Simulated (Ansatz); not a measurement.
Equation of state of Rb₂NaYF₆ and its gap

A database entry relaxed whole under r2SCAN (Fm-3m):

```
Rb Na Y F
1.0
     0.00000    4.41344    4.41344
     4.41344    0.00000    4.41344
     4.41344    4.41344    0.00000
Rb Na Y F
2 1 1 6
Direct
  0.25000 0.25000 0.25000
  0.75000 0.75000 0.75000
  0.50000 0.50000 0.50000
  0.00000 0.00000 0.00000
  0.75524 0.24476 0.24476
  0.24476 0.75524 0.24476
  0.24476 0.75524 0.75524
  0.75524 0.24476 0.75524
  0.24476 0.24476 0.75524
  0.75524 0.75524 0.24476
```

The cell was scaled uniformly, its shape held, and the atoms relaxed at each volume with plane-wave PAW DFT (Ansatz 0.2.0; r2SCAN, 500 eV, 6×6×6 Γ-centred mesh, fermi-dirac occupations of width 0.020 eV; no spin, no spin-orbit coupling). One row is withheld.

```
volume (Å³/atom)  energy over the lowest (meV/atom)  pressure (GPa)  gap over mesh and path (eV)
          16.162                                9.4            3.08                        7.934
          16.506                                4.1            1.93                        7.820
          16.849                                1.0            0.94                        7.711
          17.193                                0.0            0.02                        7.605
          17.537                                  ?               ?                            ?
          17.881                                3.1           -1.38                        7.411
          18.225                                6.7           -1.99                        7.318
```

Fit the pressures of the other rows to the third-order Birch-Murnaghan form.

With f = [(V₀/V)^(2/3) − 1]/2 and P = 3B₀f(1 + 2f)^(5/2)[1 + 3(B₀′ − 4)f/2], least squares gives V₀ = 17.21 Å³ an atom, B₀ = 40.9 GPa and B₀′ = 5.7; the rows miss the fit by 0.02 GPa. The slope of the energies differs from these pressures by less than 0.05 GPa.

How does the gap move with volume?

A parabola in ln(V/V₀) through the other rows has the slope dE_g/d ln V = -5.1 eV at V₀, so by B₀ the gap moves by +125 meV a GPa: it widens under pressure.

What does the withheld row hold?

The fit gives -0.73 GPa at 17.537 Å³; the run gave -0.72 GPa and 0.8 meV an atom. Its gap is 7.506 eV, against 7.506 eV from the parabola.

Caveats: the shape of the cell was held; 0 K, fixed nuclei; the symmetry was kept, and this need not be the phase that is stable at 0 K; one mesh for all volumes; r2SCAN gaps lie as a rule under measured ones; the slope of the gap can be off by tens of per cent, more where shallow d levels or spin-orbit coupling act on the edges; pressure is positive in compression.
